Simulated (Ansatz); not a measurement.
NaH (rock salt, space group No. 225) at seven volumes, HSE06 (plane waves, PAW; program Ansatz), scaled uniformly. One row is withheld.

```json
[
 {"V (Å³/atom)": "12.610", "P (GPa)": "2.74"},
 {"V (Å³/atom)": "13.026", "P (GPa)": "?"},
 {"V (Å³/atom)": "13.441", "P (GPa)": "0.80"},
 {"V (Å³/atom)": "13.857", "P (GPa)": "0.02"},
 {"V (Å³/atom)": "14.273", "P (GPa)": "-0.66"},
 {"V (Å³/atom)": "14.689", "P (GPa)": "-1.24"},
 {"V (Å³/atom)": "15.104", "P (GPa)": "-1.76"}
]
```

**Question.** Fit the shown pressures and predict the withheld one.

**Answer.** P = (3/2)B₀(x^(7/2) − x^(5/2))[1 + (3/4)(B′ − 4)(x − 1)] with x = (V₀/V)^(2/3). Least squares on the six rows gives V₀ = 13.869 Å³/atom, B₀ = 24.1 GPa, B′ = 3.72. At V = 13.026, x = 1.0427 and P = 1.70 GPa. The run itself gave 1.70 GPa.

Space group Fm-3m (rock salt). The cell was relaxed with HSE06 under the symmetry of its start.

Potentials: the later of the program's two PAW sets.
